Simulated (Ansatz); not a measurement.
Given:

MoPd (L1₀ or tetragonal B2, P4/mmm), a = 2.695 Å, b = 2.695 Å, c = 4.125 Å, α = 90.00°, β = 90.00°, γ = 90.00°.

This is the r²SCAN-relaxed structure.

Task: All from r²SCAN in the plane-wave PAW code Ansatz, unless another level is named. Give the formation energy from the elements (no fitted shifts).

Result: 0.053 eV/atom.

Task: And the density of states at the Fermi level?

Result: 0.79 states/eV per atom (mean over ±0.08 eV).

The start of the workflow was typed in or built on a structure type; neither database checked (COD, Materials Project) lists it. Its standing as an ambient phase is unchecked. Symmetry was held in the r²SCAN relaxation; its stability against distortions is not shown here. The run is not spin-polarised. Axis ratios of metals converge slowly with the k-mesh, so a and c are less sure than the volume. The references are the lowest solids computed at this level, not always the standard phases. Scalar-relativistic: spin–orbit coupling is off unless named, which matters more the heavier the elements.

Potentials: the later of the program's two PAW sets.
